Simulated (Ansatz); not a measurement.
With DFT-r²SCAN in the program Ansatz with PAW potentials, AlB$_{2}$W$_{2}$ in the orthorhombic phase (Cmmm; Al on 2a, W on 4j, B on 4i) relaxes to a = 3.078 Å, b = 11.532 Å, c = 3.123 Å. Against the elements it lies at -0.30 eV/atom, with no fitted shifts.

Electronic character: metallic (no gap).

An equation-of-state fit gives a bulk modulus of 268 GPa. Bader charges are Al +2.01, W 0.00, B -1.01 e.

The start of the workflow was typed in or built on a structure type; neither database checked (COD, Materials Project) lists it. Its standing as an ambient phase is unchecked. The r²SCAN relaxation kept the symmetry of its start; whether a distortion lowers the energy is not shown. No spin polarisation was allowed. The references are the lowest solids computed at this level, not always the standard phases. Scalar-relativistic: spin–orbit coupling is off unless named, which matters more the heavier the elements.

Potentials: the earlier of the program's two PAW sets.
